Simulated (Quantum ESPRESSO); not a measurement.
MgS (zinc blende, space group F-43m, No. 216) has a direct gap of 3.31 eV with norm-conserving PBEsol (Quantum ESPRESSO, 84 Ry, scalar-relativistic). After an isotropic strain (on all lattice vectors, atoms relaxed) the gap is direct, 3.41 eV.

Question: Which strain was applied?
A) +1 %
B) -0.7 %
C) -3 %
D) +2 %
E) -1.5 %

Answer: B, -0.7 %. Gaps found: -3 %: 3.61 eV (indirect); -1.5 %: 3.54 eV (direct); -0.7 %: 3.41 eV (direct); 0 %: 3.31 eV (direct); 1 %: 3.17 eV (direct); 2 %: 3.03 eV (direct).

This is not the ordinary phase of the substance; no match was found in the copy of COD used, and its stability was not checked.
